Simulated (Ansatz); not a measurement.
Ge:
```yaml
crystal:
  lattice:
    - [-3.47039, 3.47039, 3.47039]
    - [3.47039, -3.47039, 3.47039]
    - [3.47039, 3.47039, -3.47039]
  atoms:
    - { symbol: Ge, position: [0.50000, 0.00000, 0.79608] }
    - { symbol: Ge, position: [0.50000, 0.00000, 0.20392] }
    - { symbol: Ge, position: [0.70392, 0.70392, 0.70392] }
    - { symbol: Ge, position: [0.29608, 0.29608, 0.29608] }
    - { symbol: Ge, position: [0.00000, 0.79608, 0.50000] }
    - { symbol: Ge, position: [0.00000, 0.20392, 0.50000] }
    - { symbol: Ge, position: [0.79608, 0.50000, 0.00000] }
    - { symbol: Ge, position: [0.20392, 0.50000, 0.00000] }
```

Relaxed with PBEsol. Special points in fractions of this cell's reciprocal vectors: Γ (0.000, 0.000, 0.000); H (0.500, -0.500, 0.500); N (0.000, 0.000, 0.500); P (0.250, 0.250, 0.250).

### Question
List the band energies nearest the Fermi level at these points for the program Ansatz at the PBEsol level (PAW).

### Answer
In eV from the Fermi level; about four levels below and three above (degenerate sets whole), none deeper than 8.9 eV; points with the same levels are listed once.

```tsv
k	below	above
Γ	-3.69 -3.69 -3.69 -1.36 -1.36 -0.83	1.56 1.56 1.56
H	-2.46 -2.46 -2.46 -1.64	0.41 0.41 0.41
N	-1.98 -1.98 -1.16 -1.16	0.36 0.36 1.78 1.78
P	-2.80 -2.80 -2.80 -2.80	2.16 2.16 2.16 2.16
```

Space group Ia-3. The workflow started from a Materials Project entry (that database holds measured and hypothetical structures alike); the Crystallography Open Database copy checked does not list it. It is not the phase usual at ambient conditions (space group No. 227). The cell was relaxed with PBEsol under the symmetry of its start; its stability against distortions is not shown here. Scalar-relativistic: spin–orbit coupling is off unless named, which matters more the heavier the elements.

Potentials: the earlier of the program's two PAW sets. The files were generated under PBE; for other functionals the program regenerates the frozen cores, and for LDA and PBEsol the local potential too.
